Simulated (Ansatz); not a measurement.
**Question.** Be (diamond, Fd-3m) is relaxed with PBE (plane waves, PAW; program Ansatz). What lattice parameters of the conventional cell result?

**Answer.** a = 4.899 Å.

The start of the workflow was typed in or built on a structure type; neither database checked (COD, Materials Project) lists it. It is not the phase usual at ambient conditions (space group No. 194). The cell was relaxed with PBE under the symmetry of its start; whether a distortion lowers the energy is not shown.

Potentials: the later of the program's two PAW sets.
